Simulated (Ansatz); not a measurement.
GaSb:
```yaml
crystal:
  lattice:
    - [4.32891, 0.00000, 0.00000]
    - [-2.16445, 3.74894, 0.00000]
    - [0.00000, 0.00000, 14.20170]
  atoms:
    - { symbol: Ga, position: [0.66667, 0.33333, 0.99976] }
    - { symbol: Sb, position: [0.66667, 0.33333, 0.18774] }
    - { symbol: Ga, position: [0.00000, 0.00000, 0.25048] }
    - { symbol: Sb, position: [0.00000, 0.00000, 0.43702] }
    - { symbol: Ga, position: [0.33333, 0.66667, 0.49976] }
    - { symbol: Sb, position: [0.33333, 0.66667, 0.68774] }
    - { symbol: Ga, position: [0.00000, 0.00000, 0.75048] }
    - { symbol: Sb, position: [0.00000, 0.00000, 0.93702] }
```

Relaxed with r²SCAN.

Question: Give the Bader charges and basin volumes of the independent atoms, plane-wave PAW r²SCAN (Ansatz code).

Answer: 

```csv
atom,Bader charge (e),Bader volume (Å³)
Ga1,+0.38,21.0
Sb2,-0.38,37.1
Ga3,+0.38,20.6
Sb4,-0.38,36.5
```

Space group P6_3mc. The start of the workflow was typed in or built on a structure type; the Crystallography Open Database copy checked does not list it. It is not the phase usual at ambient conditions (space group No. 216). Symmetry was held in the r²SCAN relaxation; whether a distortion lowers the energy is not shown. Spin–orbit coupling is left out wherever it is not named.

Potentials: the earlier of the program's two PAW sets. The files were generated under PBE; for other functionals the program regenerates the frozen cores, and for LDA and PBEsol the local potential too.
